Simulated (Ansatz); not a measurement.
BiRh (NiAs type)

```yaml
crystal:
  lattice:
    - [4.11118, 0.00000, 0.00000]
    - [-2.05559, 3.56038, 0.00000]
    - [0.00000, 0.00000, 5.63649]
  atoms:
    - { symbol: Bi, position: [0.33333, 0.66667, 0.25000] }
    - { symbol: Bi, position: [0.66667, 0.33333, 0.75000] }
    - { symbol: Rh, position: [0.00000, 0.00000, 0.50000] }
    - { symbol: Rh, position: [0.00000, 0.00000, 0.00000] }
```

Scan: atom 2 (Bi, nearest neighbour Rh at 2.760 Å; its periodic images, 4.1 Å or more away, move with it) is displaced along Cartesian [111], direction (0.577, 0.577, 0.577) in Cartesian axes, by s. The other atoms stay.

Computed with PBEsol (plane waves to 420 eV, PAW, scalar-relativistic; Ansatz, a program for electronic structure). k mesh 11×11×7 (Γ-centred), Fermi-Dirac smearing 0.05 eV. E stands for the smeared free energy. With partly filled bands, energies and forces of such displacements shift with the k mesh and the smearing. BiRh is run without spin polarisation. BiRh was relaxed with its symmetry unable to fall. Spin-orbit coupling is left out, though Bi is heavy. ΔE is measured from the undisplaced structure.

Successive frames, forces in eV/Å:

```csv
frame,ΔE (meV/cell),F on Bi1,F on Bi2,F on Rh3,F on Rh4
s = 0.550 Å,1218,"(0.485, 0.417, 1.356)","(-1.110, -3.789, -3.615)","(0.021, 0.362, 0.085)","(0.604, 3.010, 2.174)"
s = 0.440 Å,750,"(0.347, 0.317, 1.022)","(-1.101, -2.637, -2.561)","(0.092, 0.366, 0.097)","(0.661, 1.954, 1.442)"
s = 0.330 Å,411,"(0.239, 0.227, 0.730)","(-0.971, -1.759, -1.715)","(0.152, 0.343, 0.109)","(0.581, 1.189, 0.876)"
s = 0.220 Å,180,"(0.148, 0.145, 0.464)","(-0.745, -1.072, -1.034)","(0.178, 0.283, 0.111)","(0.418, 0.644, 0.459)"
```

**Question.** What are the energy and the forces in the next frame, s = 0.110 Å?

**Answer.** ΔE (meV/cell) = 45.

```csv
atom,Fx,Fy,Fz
Bi1,0.071,0.070,0.223
Bi2,-0.428,-0.506,-0.480
Rh3,0.142,0.174,0.084
Rh4,0.215,0.262,0.173
```

(A displaced cell: forces are minus the slopes of the energy, force constants its curvatures, and phonons follow from these.)
